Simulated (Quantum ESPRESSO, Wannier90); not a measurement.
Wannier functions of Al2O3 (corundum)

```xyz
10
Lattice="-2.4025 4.1613 0.0000 -4.8050 0.0000 0.0000 -2.4025 1.3871 4.3721" Properties=species:S:1:pos:R:3 pbc="T T T"
Al     0.0000     0.0000     1.9399
Al     0.0000     0.0000    -1.9399
Al     2.4025    -1.3871     0.2461
Al    -2.4025     1.3871    -0.2461
O      0.9315    -1.3871    -1.0930
O     -0.9315     1.3871     1.0930
O      0.7355     1.5003    -1.0930
O     -0.7355    -1.5003     1.0930
O     -1.6670    -0.1132    -1.0930
O      1.6670     0.1132     1.0930
```

Cell from Materials Project (mp-1143), symmetrised, no further relaxation. COD (Crystallography Open Database) has the formula in 3 space groups, this one among them (matched by group alone). Method: LDA plane waves in Quantum ESPRESSO 7.5 (PseudoDojo norm-conserving files, 68 Ry, no spin polarisation, no spin-orbit coupling), Bloch states on a 4×4×4 mesh through Γ, Wannier90 4.0.1. Density: 8×8×8 mesh, cold smearing 0.01 Ry.

Bands 1-24 form an isolated set from -18.74 to 0.00 eV relative to the valence-band maximum (on the path) and are turned into 24 Wannier functions by minimising the spread from the start: s functions at the bond centres.

Question: Where do the functions sit, how wide are they and what are they made of?

Answer: 
| functions | spread (Å²) | nearest atom, distance (Å) | second atom, distance (Å) | weight on atomic waves |
|---|---|---|---|---|
| 12 | 0.63 | O 0.38 | Al 1.63 | O 2p 66 %, O 2s 19 %, Al 3p 8 % |
| 12 | 0.61 | O 0.39 | Al 1.50 | O 2p 63 %, O 2s 20 %, Al 3p 8 % |

Ω_I = 12.39 Å², Ω_total = 14.88 Å²; the interpolated bands follow pw.x to 0.9 meV rms on the path. It is the lowest total spread that any start reached here.
